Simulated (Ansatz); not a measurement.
## Ti$_{3}$O$_{4}$ (Cmmm), an elastic constant from a strain scan

All numbers below come from DFT r2SCAN, scalar-relativistic, plane waves, PAW (Ansatz 0.2.0). Settings: plane waves to 500 eV, k-mesh 8×8×14 (Γ-centred), Gaussian smearing 0.15 eV. No spin polarisation. Energies are free energies at this smearing, counted from the undisturbed cell; pressure is positive in compression.

Reference structure (relaxed at this level; it needn't be the usual structure):

```
CELL_PARAMETERS angstrom
2.92423 -4.06089 0.00000
2.92423 4.06089 0.00000
0.00000 0.00000 2.99892
ATOMIC_POSITIONS crystal
Ti 0.00000 0.00000 0.50000
Ti 0.50000 0.00000 0.00000
Ti 0.00000 0.50000 0.00000
O 0.76538 0.76538 0.00000
O 0.25732 0.74268 0.50000
O 0.23462 0.23462 0.00000
O 0.74268 0.25732 0.50000
```

The cell is strained by ε times the Voigt pattern (1, 0, 0, 0, 0, 0) (xx, yy, zz, yz, xz, xy; engineering shear) with fractional coordinates fixed. The cell holds 7 atoms in V0 = 71.22 Å³. The stress column is τ = (1/V0) dE/dε, got from the stress tensor σ (compression positive) at each point as −det(1 + εP) σ : P(1 + εP)⁻¹, with P the pattern as a tensor.

```
      ε  ΔE (meV/atom)  τ (GPa)
-0.1000        138.804  -48.566
-0.0750         73.748  -33.738
-0.0500         30.687  -20.771
-0.0250          7.001   -9.347
 0.0000          0.000    0.218
 0.0250          6.865    8.207
 0.0500         25.377   14.901
 0.0750         53.572   20.449
 0.0875         70.782   22.877
 0.1000              ?        ?
```

Q: Which combination of elastic constants does this scan measure, and how large is it?

A: For small ε, τ = τ0 + Kε with K = pᵀCp, which for this pattern is C11 in the Cartesian frame shown. The parabola through τ at ε = -0.0250, 0 and 0.0250 has slope K = 351 GPa at zero. The energies per cell, E = NΔE, of the same two points give K = 2[E(ε₊)/ε₊ − E(ε₋)/ε₋]/[(ε₊ − ε₋)V0] = 349 GPa, in agreement. These are clamped-ion values.

Q: Predict the withheld row at ε = 0.1000 from the harmonic law, and compare.

A: ΔE = V0(τ0 ε + Kε²/2)/N = 112.868 meV/atom and τ = 35.33 GPa. The calculation gives 89.837 meV/atom and 25.10 GPa: the energy lies 20 % below the harmonic value, as bonds soften when stretched.

Forces appear on the atoms along this scan, and letting them relax would lower the energy and soften the response. No gap shows at this level, though a semilocal functional can close a small gap that the real compound has; without a gap these slopes depend on the k mesh and the smearing.